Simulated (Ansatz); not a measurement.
BaMgF₄:
```
BaMgF4
1.0
    2.06289    -7.24441     0.00000
    2.06289     7.24441     0.00000
    0.00000     0.00000     5.82171
Ba Mg F
2 2 8
Direct
  0.64810   0.35190   0.15237
  0.35190   0.64810   0.65237
  0.91417   0.08583   0.18920
  0.08583   0.91417   0.68920
  0.42098   0.57902   0.19807
  0.57902   0.42098   0.69807
  0.80380   0.19620   0.38616
  0.19620   0.80380   0.88616
  0.02486   0.97514   0.99933
  0.97514   0.02486   0.49933
  0.16688   0.83312   0.42434
  0.83312   0.16688   0.92434
```

Relaxed with r²SCAN. Special points in fractions of this cell's reciprocal vectors: Γ (0.000, 0.000, 0.000); Y (-0.500, 0.500, 0.000); C0 (-0.270, 0.730, 0.000); Σ0 (0.270, 0.270, 0.000); Z (0.000, 0.000, 0.500); A0 (0.270, 0.270, 0.500); E0 (-0.270, 0.730, 0.500); T (-0.500, 0.500, 0.500); S (0.000, 0.500, 0.000); R (0.000, 0.500, 0.500).

Question: List the band energies nearest the valence-band maximum at these points for r²SCAN with spin–orbit coupling in the plane-wave PAW code Ansatz.

Answer: In eV from the valence-band maximum; about four levels below and three above (degenerate sets whole), none deeper than 8.9 eV; points with the same levels are listed once.

| k | below | above |
|---|---|---|
| Γ | -0.02 -0.02 0.00 0.00 | 7.99 7.99 9.16 9.16 |
| Y | -0.13 -0.13 -0.10 -0.10 | 8.95 8.95 9.27 9.27 |
| C0 | -0.16 -0.15 -0.14 -0.03 -0.03 | 9.22 9.24 9.63 9.63 |
| Z | -0.11 -0.11 -0.11 -0.11 | 9.25 9.25 9.25 9.25 |
| A0 | -0.03 -0.03 -0.02 -0.02 | 9.59 9.59 9.63 9.63 |
| T | -0.23 -0.23 -0.23 -0.23 | 9.28 9.28 9.28 9.28 |
| S | -0.11 -0.11 -0.01 -0.01 | 9.27 9.27 9.42 9.42 |
| R | -0.02 -0.02 0.00 0.00 | 9.58 9.58 9.60 9.60 |

Space group Cmc2_1. The first step of the workflow began from a Materials Project structure, measured or hypothetical; the Crystallography Open Database files this formula in space group No. 36, but the cells were not matched. Whether it is the stable phase at ambient conditions was not checked. The cell was relaxed with r²SCAN under the symmetry of its start; whether a distortion lowers the energy is not shown.

Potentials: the earlier of the program's two PAW sets. The files were generated under PBE; for other functionals the program regenerates the frozen cores, and for LDA and PBEsol the local potential too.
